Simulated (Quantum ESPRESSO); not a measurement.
CuTiGa5Pd, one composition in several site orders

Computed values, not a measurement. The program is pw.x of Quantum ESPRESSO 7.5 (plane-wave density functional theory). The cell is made up: eight metal atoms on a face-centred cubic lattice, with elements, volume, strain and displacements drawn at random and not relaxed, so it may be unstable or far from any real phase. PseudoDojo standard norm-conserving files set the functional (PBE unless stated); there is no spin polarisation or spin-orbit coupling, the Fermi-Dirac width of 0.25 eV means electrons at about 2900 K, and the masses in the input are unused placeholders. The copper pseudopotential is less sure than most, with forces differing by about three percent and pressure by about two GPa from a second method on plain copper. A spin test at this wide smearing found no moment, but such smearing suppresses magnetism that the real alloy may have.

The runs put one composition on the sites in different orders. Cell, positions, cutoff, mesh and smearing stay as in the input of run 1; sites are counted in its order. Stress in the tables is positive in tension.

Input of run 1:

```
&control calculation='scf', pseudo_dir='./dojo.nc.sr.pbe.v0_5.standard.upf', outdir='./o', disk_io='minimal', tprnfor=.true., tstress=.true. /
&system ibrav=0, nat=8, ntyp=4, nbnd=67, ecutwfc=92.02030273, nosym=.true., tot_charge=0,
 occupations='smearing', smearing='fd', degauss=0.0183746611
/
&electrons conv_thr=1.470e-08, electron_maxstep=70, mixing_beta=0.5 /
ATOMIC_SPECIES
Cu 1.0 Cu.upf
Ga 1.0 Ga.upf
Pd 1.0 Pd.upf
Ti 1.0 Ti.upf
CELL_PARAMETERS angstrom
0.0 0.0 -4.0043
4.0043 0.0 0.0
0.0 -8.0086 0.0
ATOMIC_POSITIONS angstrom
Cu -0.0177 -0.083 0.0098
Ti 0.1163 -4.0102 -0.0251
Ga 2.0264 -2.1165 -0.1736
Ga 1.9554 -5.8323 0.0002
Ga -0.1008 -1.916 -1.867
Ga 0.0542 -6.0839 -1.9203
Ga 2.1585 -0.0197 -1.9995
Pd 1.9803 -4.0145 -1.9825
K_POINTS automatic
6 6 3 1 1 1
```

| run | elements on sites 1 to 8 | free energy less that of run 1 (eV) | -TS (eV) | pressure (GPa) | stress xx (GPa) | stress yy (GPa) | stress zz (GPa) | stress yz (GPa) | stress xz (GPa) | stress xy (GPa) | iterations |
| --- | --- | --- | --- | --- | --- | --- | --- | --- | --- | --- | --- |
| 1 | Cu Ti Ga Ga Ga Ga Ga Pd | 0.000 | -0.894 | 1.52 | -2.52 | -1.02 | -1.03 | -0.39 | 0.55 | 0.46 | 17 |
| 2 | Ga Ga Ga Pd Ga Ti Ga Cu | 0.483 | -1.099 | 3.04 | -2.54 | -4.36 | -2.23 | 0.06 | 0.53 | 0.25 | 16 |
| 3 | Ga Ga Ti Ga Cu Ga Ga Pd | 0.231 | -1.024 | 2.27 | -2.23 | -3.09 | -1.50 | -0.40 | 0.58 | 0.42 | 15 |
| 4 | Pd Ga Ga Ga Cu Ga Ga Ti | -0.529 | -0.757 | -1.30 | 4.04 | -3.27 | 3.14 | -0.89 | 0.30 | 0.23 | 19 |
| 5 | Ga Ga Ga Ga Pd Ti Cu Ga | -0.268 | -0.829 | -0.72 | 0.31 | -0.13 | 1.98 | -0.48 | 0.50 | 1.52 | 17 |
| 6 | Ga Ti Ga Ga Ga Ga Cu Pd | 0.014 | -0.899 | 2.08 | -1.22 | -4.01 | -1.02 | -0.91 | 0.56 | -0.14 | 16 |

Forces Fx Fy Fz (eV/Å):

| site | run 1 | run 2 | run 3 | run 4 | run 5 | run 6 |
| --- | --- | --- | --- | --- | --- | --- |
| 1 | 0.15 0.08 0.27 | 0.51 1.15 0.48 | 0.46 -0.56 0.16 | 0.29 0.68 0.27 | 0.20 0.22 0.33 | 0.21 0.44 0.46 |
| 2 | -0.91 0.31 0.51 | -0.44 -0.67 0.41 | -0.85 0.94 0.24 | -0.99 1.14 0.35 | -0.67 0.31 0.28 | -0.96 0.32 0.52 |
| 3 | -0.25 0.25 0.98 | -0.42 -0.33 0.92 | -0.11 0.66 1.14 | -0.09 0.81 0.86 | -0.25 0.91 0.82 | -0.29 0.11 0.87 |
| 4 | 0.70 -0.73 0.17 | 0.37 -0.39 0.17 | 0.52 -0.22 0.23 | 0.52 -1.20 0.27 | 0.72 -1.69 0.31 | 0.71 -0.68 0.22 |
| 5 | 0.76 -0.66 -0.97 | 0.76 -1.08 -1.05 | 0.51 -0.57 -0.68 | 0.37 -0.56 -0.64 | 0.48 -0.20 -0.53 | 0.51 -0.74 -1.13 |
| 6 | -0.16 0.26 -0.25 | 0.00 0.22 -0.41 | -0.14 0.44 -0.32 | -0.12 -0.12 -0.31 | -0.25 -0.04 -0.51 | -0.22 0.30 -0.33 |
| 7 | -0.58 0.42 -0.17 | -0.92 1.15 -0.24 | -0.59 -0.71 -0.29 | -0.49 -0.51 -0.22 | -0.61 0.26 -0.13 | -0.22 0.21 -0.05 |
| 8 | 0.29 0.06 -0.56 | 0.14 -0.05 -0.28 | 0.21 0.03 -0.48 | 0.52 -0.25 -0.58 | 0.38 0.23 -0.57 | 0.27 0.04 -0.55 |

The sites are displaced and not relaxed, so the energy differences mix bonding between neighbours with strain and are not ordering energies. A rerun of one cell of this series at a higher cutoff and on a denser mesh moved values by no more than 0.007 eV in energy, 0.04 GPa in stress and 0.013 eV/Å in force, and a second program with other atomic files agreed on that cell to 2 % rms in force and 0.5 GPa in pressure.